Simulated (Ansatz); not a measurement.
HfN (NiAs type, P6_3/mmc), a = 3.1275 Å, b = 3.1275 Å, c = 5.3910 Å, α = 90.00°, β = 90.00°, γ = 120.00°.

This is the PBEsol-relaxed structure.

Question: All from PBEsol in the plane-wave PAW code Ansatz, unless another level is named. Predict the highest zone-centre frequency.

Answer: 662 cm⁻¹.

Question: And the Poisson's ratio?

Answer: 0.24.

The workflow started from a Materials Project entry (that database holds measured and hypothetical structures alike); the Crystallography Open Database copy checked does not list it. It is not the phase usual at ambient conditions (space group No. 225). Symmetry was held in the PBEsol relaxation; its stability against distortions is not shown here. No spin polarisation was allowed. As this level gives no gap, phonon frequencies hold no LO–TO term and depend on the k-mesh and smearing (Fermi–Dirac, 0.1 eV here). Spin–orbit coupling is left out wherever it is not named.

Potentials: the later of the program's two PAW sets.
